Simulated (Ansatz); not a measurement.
The calculation used DFT PBE, scalar-relativistic, plane waves, PAW (Ansatz 0.2.0). The final run on the 4-atom cell used 420 eV, a Γ-centred 18×18×6 mesh, 0.10 eV smearing and no spin polarisation.

Formation energies are uncorrected and count from the elements' standard states at the same level.

Task: Give a relaxed trial structure of a hexagonal metal that holds Zr and 2 more elements, with a formation energy near −0.19 eV/atom and a density near 7.15 g/cm³, in a cell of 4 atoms. Its symmetry should be P-6m2 (No. 187).

Result: Zr2SbH, space group P-6m2 (No. 187). Zr has 3 H at 2.39 Å, 1 Zr at 2.93 Å and 3 Sb at 3.03 Å; Sb has 6 Zr at 3.03 Å and 6 Sb at 3.27 Å; H has 6 Zr at 2.39 Å.

Space group P-6m2 (No. 187). a = 3.265 Å, b = 3.265 Å, c = 7.672 Å, α = 90.00°, β = 90.00°, γ = 120.00°
```tsv
atom	site	symmetry	x	y	z
Zr	2g	3m.	0.0000	0.0000	0.8093
Sb	1f	-6m2	0.6667	0.3333	0.5000
H	1c	-6m2	0.3333	0.6667	0.0000
```

- Volume per atom: 17.71 Å³
- Density: 7.15 g/cm³
- Energy over the elements: −0.19 eV/atom
- Gap on the 18×18×6 mesh of the 4-atom cell: 0 eV (a metal)

The structure comes from a generated guess, relaxed at this level; another structure or a mixture of phases may lie lower. Other answers may fit too; this one was computed.

These runs have no spin–orbit coupling, which can matter for Sb. With hydrogen, zero-point motion can shift formation energies by some tens of meV/atom. Symmetry constrained the relaxation, so the result can be a saddle point.
